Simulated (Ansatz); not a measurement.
**Two states of Yb₂PdO₄**

```
Yb Pd O
1.0
     0.00000    3.83843    0.00000
     3.83843    0.00000    0.00000
     1.91921    1.91921   -5.97299
Yb Pd O
2 1 4
Direct
  0.35100 0.35100 0.29800
  0.64900 0.64900 0.70200
  0.00000 0.00000 0.00000
  0.50000 0.00000 0.00000
  0.00000 0.50000 0.00000
  0.75000 0.25000 0.50000
  0.25000 0.75000 0.50000
```

The numbers come from plane-wave PAW DFT (Ansatz): r2SCAN, 500 eV, 5×5×5 Γ-centred k points, cold occupations (width 0.0391 eV). Nothing was relaxed.

State A: Yb1 up, Yb2 up (collinear spin). State B: Yb1 up, Yb2 down (collinear spin).

Q: Compare the two self-consistent states.

A: They are level within 1 meV an atom.

```csv
state,free energy (meV/atom),largest moment in a small sphere (μB),net moment (μB/cell),gap on mesh (eV),pressure (GPa),largest force (eV/Å)
A,0.0,0.86,2.08,metal,1.0,1.49
B,0.7,0.86,0.09,metal,1.0,1.50
```

Origin: a known structure type with other elements, at an estimated volume, so it need not be a known compound. Caveats: semilocal functionals often miss the gap of such magnets; the k mesh is coarse if the cell is a metal; f shells without a U or exact exchange are poorly placed; atoms or cell far from equilibrium.
